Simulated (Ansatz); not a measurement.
Consider a crystal of CuRu2 in space group P4/mmm (No. 123), with Cu on 1b; Ru on 2e.

Level of theory: DFT PBE, scalar-relativistic, plane waves, PAW (Ansatz). Cutoff 420 eV, Γ-centred mesh, Gaussian smearing, no spin polarisation.

Formation energies are uncorrected and refer to the elements' standard structures at the same level.

Problem. Give the relaxed lattice parameters and positions.

Solution.

Space group P4/mmm (No. 123). a = 4.790 Å, b = 4.790 Å, c = 2.342 Å, α = 90.00°, β = 90.00°, γ = 90.00°
```
atom  site  symmetry       x       y       z
  Cu    1b     4/mmm  0.0000  0.0000  0.5000
  Ru    2e      mmm.  0.5000  0.0000  0.5000
```

Cu has 2 Cu at 2.34 Å and 4 Ru at 2.39 Å; Ru has 2 Ru at 2.34 Å and 2 Cu at 2.39 Å. Another local minimum with the same sites may exist.

Problem. And its energy and gap?

Solution. The formation energy is +1.61 eV/atom. The gap on the 10×10×20 mesh of the 3-atom cell is 0 eV (a metal). It can't be a ground state, since the elements alone are lower.

The last run used Gaussian smearing of 0.10 eV. A structure relaxed within its symmetry needn't be a true minimum. Another cell of CuRu2 relaxed alike, in P-6m2, lies 1.25 eV/atom lower, so this cell isn't the stable form at this level.
